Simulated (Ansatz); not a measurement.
Se:
```
Se
1.0
    4.92047     0.00000     0.00000
    0.00000     7.62483     0.00000
    0.00000     0.00000     2.68651
Se
4
Direct
  0.67805   0.39808   0.24976
  0.32195   0.60192   0.24976
  0.17805   0.10192   0.75024
  0.82195   0.89808   0.75024
```

Relaxed with r²SCAN+D4.

Q: Map the valence electron density (e/Å³), cut off at 2 on the plane through (0.678, 0.398, 0.250) spanned by u = [1, 0, 0] and v = [0, 0, 1] in lattice vectors, from r²SCAN+D4 (plane waves, PAW; program Ansatz).

A: x is the fraction of u, y of v (the angle between them is 90°; rows are the nearest grid lines); atoms in the plane: Se at (0.00, 0.00).
```
|99995210000000000011259999|
|99994210000000000011249999|
|99993210000000000001239999|
|99952100000000000001125999|
|98532100000000000000123589|
|43321000000000000000012234|
|22211000000000000000011222|
|11110000000000000000001111|
|11110000000000000000001111|
|11110000000000000000001111|
|22211000000000000000011222|
|43321000000000000000012234|
|98532100000000000000123589|
|99952100000000000001125999|
|99993210000000000001239999|
|99994210000000000011249999|
|99995210000000000011259999|
```
Scale: ten equal steps from 0.023 (start of '0') to 2.00 (end of '9'), in the order '0123456789'; x runs from 0.000 to 1.00, y from 0.000 (bottom) to 1.00 (top).

The density is the valence pseudo-density with augmentation charge, so density and ELF within about 1 Å of a nucleus are not all-electron values.

Space group Pnnm. The first step of the workflow began from a Materials Project structure, measured or hypothetical; the Crystallography Open Database copy checked does not list it. It is not the phase usual at ambient conditions (space group No. 152). The cell was relaxed with r²SCAN+D4 under the symmetry of its start; of distortions, only those at the zone centre were tested.

Potentials: the later of the program's two PAW sets.
